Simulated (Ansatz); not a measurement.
# HfO2: reading a single point

```xyz
6
Lattice="3.7540 0.0000 0.0000 0.0000 3.7540 0.0000 0.0000 0.0000 5.4169" Properties=species:S:1:pos:R:3 pbc="T T T"
O     0.0000    1.8770    1.0888
O     0.0000    1.8770    3.7973
O     1.8770    0.0000    1.6197
O     1.8770    0.0000    4.3281
Hf    0.0000    0.0000    0.0000
Hf    1.8770    1.8770    2.7085
```

The numbers come from plane-wave PAW DFT (Ansatz): PBE, no spin polarisation, 420 eV, 7×7×5 Γ-centred k points, fermi-dirac occupations (width 0.1 eV). Nothing was relaxed.

Question: Which element gives electrons and which takes them?

Answer: Bader charges in e: Hf +2.67, O -1.34. In the mean Hf gives up most and O takes most.

Question: Which atom feels the largest force, and which way?

Answer: The largest is on O2 (and as large on other atoms): 0.59 eV/Å, components (0.00, 0.00, -0.59). It makes 60° with the line to a nearest neighbour, Hf6 at 2.17 Å.

Question: Describe some of the short contacts.

Answer: O–Hf at 2.17 Å: least valence density 0.60 e/Å³ and ELF 0.24 there. Both are smooth PAW fields, read partly inside the augmentation spheres.

Question: Is there a gap, and of what kind?

Answer: The gap is 4.12 eV, indirect (the least direct gap found is 4.18 eV). A semilocal functional usually gives too small a gap.

Question: What is the formation energy?

Answer: -3.29 eV an atom against the elements' usual phases (free molecules for gases, crystals otherwise, with no correction for O₂ or N₂), so it is bound against them; other compounds may still compete. Relaxing would lower it.

Origin: a known structure type with other elements, at an estimated volume, so it need not be a known compound. Caveats: atoms or cell far from equilibrium.
